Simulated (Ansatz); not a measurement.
Consider the following.

TaN (rock salt)

Space group Fm-3m (No. 225); a = b = c = 4.376 Å, α = β = γ = 90.00°

| atom | site | symmetry | x | y | z |
|---|---|---|---|---|---|
| N | 4a | m-3m | 0.0000 | 0.0000 | 0.0000 |
| Ta | 4b | m-3m | 0.5000 | 0.5000 | 0.5000 |
(The calculation used a cell of 2 atoms; values per cell refer to that cell.)

The volume is varied about the relaxed value V₀ at fixed cell shape. Symmetry pins the atoms to their sites.

Computed with PBEsol (plane waves to 420 eV, PAW, scalar-relativistic; Ansatz, a program for electronic structure). k mesh 19×19×19 (Γ-centred), Fermi-Dirac smearing 0.05 eV. Energies are smeared free energies. Stress and pressure are positive under compression. Spin-orbit coupling is left out, though Ta is heavy. TaN is run without spin polarisation. TaN was relaxed with its symmetry unable to fall. This is a high-temperature form of TaN. The zero of ΔE is the relaxed starting cell.

The scan covers V/V₀ from 0.900 to 1.100 in 11 points.

Task: What is the fitted pressure derivative B₀′?

Result: 4.4.

Task: What bulk modulus B₀ follows from a third-order Birch-Murnaghan fit?

Result: 356 GPa.

(Under strain, the slope of the energy per volume gives the stress and its curvature an elastic modulus.)
